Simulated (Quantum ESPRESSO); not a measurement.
**Li₈S₃O (changed cell): magnetic shieldings**

```
CELL_PARAMETERS angstrom
      5.45666     0.00000     0.00000
      0.00000     5.45666     0.00000
      0.00000     0.00000     5.45666
ATOMIC_POSITIONS crystal
  Li 0.23411 0.23411 0.76589
  Li 0.23411 0.76589 0.76589
  O  0.00000 0.00000 0.00000
  Li 0.23411 0.76589 0.23411
  Li 0.23411 0.23411 0.23411
  S  0.00000 0.50000 0.50000
  Li 0.76589 0.23411 0.23411
  Li 0.76589 0.76589 0.23411
  S  0.50000 0.00000 0.50000
  Li 0.76589 0.76589 0.76589
  Li 0.76589 0.23411 0.76589
  S  0.50000 0.50000 0.00000
```
The cell was made here from a computed Materials Project entry: one of 4 S replaced by O, cell and atoms relaxed (PBE without dispersion, pw.x of a modified build of Quantum ESPRESSO, symmetry kept). The parent is Li2S in Fm-3m; whether this form has been observed was not checked. The swapped cell is a model, not a known phase. Stability against distortions was not tested.

Computed: shieldings by PBE GIPAW on JTH datasets (Quantum ESPRESSO), 22.5 Ha, k-mesh 5×5×5 shifted, f-sum rule met within 0.004 %.

```
site                            site symmetry  σ_iso (ppm)
------------------------------  -------------  -----------
Li (atoms 1, 2, 4, 5, 7, 8, …)             3m           78
O (atom 3)                               m-3m          199
S (atoms 6, 9, 12)                      4/mmm          772
```

Shieldings are absolute and leave out the bulk-susceptibility term; a larger σ means a smaller chemical shift. By our sweeps, such settings leave a few ppm in absolute σ. No d partial waves on S: the paramagnetic term there is incompletely reconstructed.
